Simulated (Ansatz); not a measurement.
Hf$_{6}$F: relaxed-ion elastic tensor

The calculation used DFT PBE, scalar-relativistic, plane waves, PAW (Ansatz). Plane waves to 420 eV; Γ-centred k mesh 6×6×6; Gaussian smearing of 0.10 eV. No spin polarisation.

Equilibrium structure at this level:
```
Hf F
1.0
     5.62046    0.00000    0.00000
    -2.81023    4.86746    0.00000
     0.00000    0.00000    5.18018
Hf F
6 1
Direct
  0.34391 0.34391 0.73677
  0.65609 0.65609 0.26323
  0.34391 0.00000 0.26323
  0.00000 0.65609 0.73677
  0.00000 0.34391 0.26323
  0.65609 0.00000 0.73677
  0.00000 0.00000 0.00000
```

It was reached by relaxing an invented guess, and it needn't be the stable form of this composition. In a metal, frequencies and elastic constants depend on the k mesh and the smearing, soft modes and shear constants most. Spin–orbit coupling is left out, which matters for heavy elements.

Question: Give the relaxed-ion elastic constants (GPa, Voigt order xx yy zz yz xz xy, on the Cartesian axes of the cell above).

Answer:
C11 = 178.4, C12 = 90.7, C13 = 68.6, C15 = 10.1, C22 = 178.4, C23 = 68.6, C25 = -10.1, C33 = 215.4, C44 = 62.2, C46 = -10.2, C55 = 62.2, C66 = 43.9 GPa; the others vanish.

Question: Is the crystal stable against homogeneous strain?

Answer: Yes: the least eigenvalue of the tensor is 39.3 GPa.

Question: And the moduli of a polycrystal (Hill averages)?

Answer: B = 114 GPa, G = 55 GPa, E = 141 GPa, ν = 0.29.
